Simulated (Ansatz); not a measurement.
Computed with DFT PBE, scalar-relativistic, plane waves, PAW in Ansatz. All cells share a 420 eV cutoff and Γ-centred k meshes spaced at most about 0.3 Å⁻¹ (about 0.25 or finer for metals, 2π included). No spin polarisation in the final relaxations.

Each of these unrelaxed guesses is relaxed in cell and atoms within its symmetry. A guess keeps its type if space group and coordination stay and the shape of the cell changes little (axis ratios within about 15 %, angles within 6°); the volume may change.

1. TaHO2

```cif
data_structure
_symmetry_space_group_name_H-M 'P6_3/mmc'
_symmetry_Int_Tables_number 194
_cell_length_a 3.0042
_cell_length_b 3.0042
_cell_length_c 9.5652
_cell_angle_alpha 90.000
_cell_angle_beta 90.000
_cell_angle_gamma 120.000
_cell_volume 74.76
loop_
_atom_site_label
_atom_site_type_symbol
_atom_site_symmetry_multiplicity
_atom_site_Wyckoff_symbol
_atom_site_fract_x
_atom_site_fract_y
_atom_site_fract_z
_atom_site_occupancy
Ta1 Ta 2 c 0.66667 0.33333 0.75000 1
H1 H 2 a 0.00000 0.00000 0.00000 1
O1 O 4 f 0.33333 0.66667 0.88500 1
```

2. Be2Br3

```cif
data_structure
_symmetry_space_group_name_H-M 'Cm'
_symmetry_Int_Tables_number 8
_cell_length_a 6.7179
_cell_length_b 3.8852
_cell_length_c 9.0318
_cell_angle_alpha 90.000
_cell_angle_beta 90.255
_cell_angle_gamma 90.000
_cell_volume 235.73
loop_
_atom_site_label
_atom_site_type_symbol
_atom_site_symmetry_multiplicity
_atom_site_Wyckoff_symbol
_atom_site_fract_x
_atom_site_fract_y
_atom_site_fract_z
_atom_site_occupancy
Be1 Be 2 a 0.00038 0.00000 0.66725 1
Be2 Be 2 a 0.00035 0.00000 0.27967 1
Br1 Br 2 a 0.33261 0.00000 0.13869 1
Br2 Br 2 a 0.66682 0.00000 0.82567 1
Br3 Br 2 a 0.66883 0.00000 0.46373 1
```

Question: Which guesses survive the relaxation?

Answer: Guess 1 keeps its type.

| guess | kept | start group | end group | V start (Å³/atom) | V end | b/a and c/a, end over start | nearest neighbours start | nearest neighbours end |
| --- | --- | --- | --- | --- | --- | --- | --- | --- |
| 1 | yes | P6_3/mmc | P6_3/mmc | 9.3 | 9.5 | 1.00, 1.11 | H 6, O 6, Ta 6 | H 6, O 6, Ta 6 |
| 2 | no | Cm | Cm | 23.6 | 34.4 | 0.57, 0.62 | Be 6, Br 3/6 | Be 4, Br 2 |

Neighbours count within 15 % of an atom's shortest distance; end groups are read at 0.02 Å (0.05 Å in metals).

No dispersion correction is applied, so the spacing and binding between layers, chains or molecules are poorly described (Be2Br3 Cm). Spin–orbit coupling, which can matter for Ta, is left out. In Be2Br3 Cm an odd number of electrons in the primitive cell allows no gap without spin; a larger cell or a magnetic state could open one. H stands nearly free of neighbours here, and without spin polarisation the energy of such atoms comes out too high. Cells relaxed within their symmetry can be saddle points.

In counts of neighbours, a slash parts the counts of unlike sites.
